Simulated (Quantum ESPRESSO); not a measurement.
Inputs of pw.x and gipaw.x (a modified build of Quantum ESPRESSO, PBE) for CdS; the starting potential comes from an earlier run on another mesh:

```
&CONTROL
  calculation = 'scf'
  prefix = 'x'
  pseudo_dir = './pseudo'
  outdir = './out'
  tprnfor = .true.
/
&SYSTEM
  ibrav = 0
  nat = 4
  ntyp = 2
  ecutwfc = 40
  ecutrho = 160
  occupations = 'fixed'
  nbnd = 18
/
&ELECTRONS
  conv_thr = 1e-11
  startingpot = 'file'
/
ATOMIC_SPECIES
Cd 112.414 Cd.GGA_PBE-JTH.UPF
S 32.060 S.GGA_PBE-JTH.UPF
CELL_PARAMETERS angstrom
    4.168839850908     0.000000000000     0.000000000000
   -2.084419925454     3.610321215195     0.000000000000
    0.000000000000     0.000000000000     6.779620000000
ATOMIC_POSITIONS crystal
Cd     0.666667000000     0.333333000000     0.500220000000
Cd     0.333333666667     0.666666333333     0.000220000000
S      0.666667000000     0.333333000000     0.876780000000
S      0.333333666667     0.666666333333     0.376780000000
K_POINTS automatic
10 10 6 1 1 1
```

```
&INPUTGIPAW
  job = 'nmr'
  prefix = 'x'
  tmp_dir = './out/'
  restart_mode = 'from_scratch'
  pawproj(1) = .true.
  pawproj(2) = .true.
  use_nmr_macroscopic_shape = .false.
/
```

Geometry: a computed entry of the Materials Project; it was not checked against measured cells. It is CdS in P6₃mc. Stability against distortions was not tested.

Problem. Predict the shielding tensors that the run ends with.

Solution. 
```
     Total NMR chemical shifts in ppm: ---------------------------------------
     (adopting the Simpson convention for anisotropy and asymmetry)-----------

     Atom  1  Cd  pos: (  0.500001  0.288675  0.813488)  Total sigma:        2957.96
          2971.9049         -0.0000          0.0000
            -0.0000       2971.9049         -0.0000
             0.0000         -0.0000       2930.0815

     Cd      1    anisotropy:    -41.82    eta:    0.0000
     Cd      1    sigma_11=   2971.90
     Cd      1    sigma_22=   2971.90
     Cd      1    sigma_33=   2930.08

     Atom  2  Cd  pos: (  0.000001  0.577350  0.000358)  Total sigma:        2957.96
          2971.9049          0.0000          0.0000
             0.0000       2971.9049         -0.0000
             0.0000         -0.0000       2930.0815

     Cd      2    anisotropy:    -41.82    eta:    0.0000
     Cd      2    sigma_11=   2971.90
     Cd      2    sigma_22=   2971.90
     Cd      2    sigma_33=   2930.08

     Atom  3  S   pos: (  0.500001  0.288675  1.425873)  Total sigma:         675.16
           665.1936          0.0000          0.0000
             0.0000        665.1936         -0.0000
             0.0000         -0.0000        695.1047

     S       3    anisotropy:     29.91    eta:    0.0000
     S       3    sigma_11=    665.19
     S       3    sigma_22=    665.19
     S       3    sigma_33=    695.10

     Atom  4  S   pos: (  0.000001  0.577350  0.612742)  Total sigma:         675.16
           665.1936         -0.0000          0.0000
            -0.0000        665.1936         -0.0000
             0.0000         -0.0000        695.1047

     S       4    anisotropy:     29.91    eta:    0.0000
     S       4    sigma_11=    665.19
     S       4    sigma_22=    665.19
     S       4    sigma_33=    695.10
```
The printed anisotropy is 3/2 (σ_33 − σ_iso) in the program's own order; the axes are left out here. Anisotropies that symmetry doesn't fix are less certain than the isotropic values. Shieldings are absolute and leave out the bulk-susceptibility term; a larger σ means a smaller chemical shift. By our sweeps, such settings leave a few ppm in absolute σ on light atoms and up to some 20 ppm from Zn on. No spin–orbit coupling; Cd is the heaviest element present. No d partial waves on S: the paramagnetic term there is incompletely reconstructed. The band gap at this level is small, which makes the paramagnetic part of σ large and sensitive to the functional.
